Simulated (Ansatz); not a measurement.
AlBN$_{2}$:
```
AlBN2
1.0
   -2.04391     2.04391     3.80900
    2.04391    -2.04391     3.80900
    2.04391     2.04391    -3.80900
Al B N
2 2 4
Direct
  0.00000   0.00000   0.00000
  0.75000   0.25000   0.50000
  0.50000   0.50000   0.00000
  0.25000   0.75000   0.50000
  0.37500   0.43185   0.55685
  0.56815   0.12500   0.94315
  0.87500   0.81815   0.44315
  0.18185   0.62500   0.05685
```

Relaxed with PBEsol. The program Ansatz at the PBEsol level (PAW) gives a gap of 2.69 eV.

Task: What gap does HSE06 give on the same cell (Ansatz, PAW)?

Result: 4.07 eV, 1.37 eV more. The hybrid was solved on a coarser mesh and at special points; its gap is the smallest among all of these.

```tsv
k	v1 PBEsol	c1 PBEsol	v1 HSE06	c1 HSE06
Γ	0.00	2.69	0.00	4.07
M	-1.07	3.86	-1.21	5.27
X	-0.71	6.49	?	?
P	-1.02	6.94	?	?
N	-0.96	6.38	?	?
S0	-0.49	4.62	-0.56	6.09
R	-0.78	6.28	?	?
```

Task: Top valence (v1) and lowest conduction level (c1) in eV from each method's valence maximum (which need not be a listed point): supply the withheld HSE06 values.

Result: 
- X, v1 HSE06: -0.80
- X, c1 HSE06: 8.07
- N, v1 HSE06: -1.01
- N, c1 HSE06: 7.95
- P, v1 HSE06: -1.13
- P, c1 HSE06: 8.55
- R, v1 HSE06: -0.86
- R, c1 HSE06: 7.85

Cost on shared cores: the PBEsol run (SCF on a 10×10×10 mesh, then bands and DOS) very roughly 80 core-seconds, the HSE06 run (SCF on 6×6×6, then a few points) around 5 core-minutes (rough); the tasks are unlike.

Space group I-42d (chalcopyrite). The start of the workflow was typed in or built on a structure type; neither database checked (COD, Materials Project) lists it. Whether it is the stable phase at ambient conditions was not checked. The PBEsol relaxation kept the symmetry of its start; phonons on a q-mesh show no instability. The volume moved by -19 % from the start of the relaxation.

Potentials: the later of the program's two PAW sets.
